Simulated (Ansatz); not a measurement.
Starting cell, SrTiO₃ (cubic perovskite):

```xyz
5
Lattice="3.9070 0.0000 0.0000 0.0000 3.9070 0.0000 0.0000 0.0000 3.9070" Properties=species:S:1:pos:R:3 pbc="T T T"
Sr     0.0000     0.0000     0.0000
Ti     1.9535     1.9535     1.9535
O      0.0000     1.9535     1.9535
O      1.9535     1.9535     0.0000
O      1.9535     0.0000     1.9535
```

Scan: atom 1 (Sr, nearest neighbour O at 2.763 Å; its periodic images, 3.9 Å or more away, move with it) is displaced along Cartesian [110], direction (0.707, 0.707, 0.000) in Cartesian axes, by s. The other atoms stay.

Computed with r2SCAN (plane waves to 500 eV, PAW, scalar-relativistic; Ansatz, a program for electronic structure). k mesh 7×7×7 (Γ-centred), Fermi-Dirac smearing 0.05 eV. The energy includes the smearing's −TS. Left out: 2 of 11 points, with atoms too close for the PAW data. SrTiO3 is run without spin polarisation. SrTiO3 was relaxed with its symmetry unable to fall. ΔE is measured from the undisplaced structure.

```csv
s (Å),ΔE (meV/cell)
-0.664,1445
-0.498,668
-0.332,withheld
-0.166,57
0.000,0
0.166,57
0.332,withheld
0.498,668
0.664,1445
```

**Question.** Fit an even polynomial form (powers 2, 4) to the given rows and predict ΔE at s = 0.332.

**Answer.** Least squares on the 7 given rows: ΔE = (1945)·s² + (3021)·s⁴, in meV/cell with s in Å; root-mean-square residual 0.6 meV/cell. At 0.332 the fit gives 251 meV/cell; the calculation gives 254 meV/cell, so the interpolation is off by -3 (-1.2 %). The quadratic term alone would give 214 meV/cell.

(For displaced atoms, the force is minus the slope of the energy, and its curvature is a force constant, which sets phonon frequencies.)
